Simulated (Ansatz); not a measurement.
Ti2Si:
Space group R-3m, hexagonal axes (No. 166); a = b = 3.4882 Å, c = 13.9509 Å, α = β = 90.00°, γ = 120.00°

| atom | site | symmetry | x | y | z |
|---|---|---|---|---|---|
| Ti | 6c | 3m | 0.0000 | 0.0000 | 0.2360 |
| Si | 3a | -3m | 0.0000 | 0.0000 | 0.0000 |
(The calculation used a cell of 3 atoms; values per cell refer to that cell.)

Relaxed with LDA.

Decompose the optical modes at the zone centre into irreducible representations, and say which are infrared and Raman allowed.

Point group -3m: Γ_opt = A1g + A2u + Eg + Eu. Infrared: A2u, Eu. Raman: A1g, Eg.

Assign frequencies (DFPT, LDA (plane waves, PAW; program Ansatz)).

Eg 251, A1g 314, A2u 401, Eu 421 cm⁻¹.

The start of the workflow was typed in or built on a structure type; neither database checked (COD, Materials Project) lists it. Whether it is the stable phase at ambient conditions was not checked. The cell was relaxed with LDA under the symmetry of its start; whether a distortion lowers the energy is not shown. The run is not spin-polarised. The volume moved by -44 % from the start of the relaxation. As this level gives no gap, phonon frequencies hold no LO–TO term and depend on the k-mesh and smearing (Fermi–Dirac, 0.1 eV here).

Potentials: the earlier of the program's two PAW sets. The files were generated under PBE; for other functionals the program regenerates the frozen cores, and for LDA and PBEsol the local potential too.
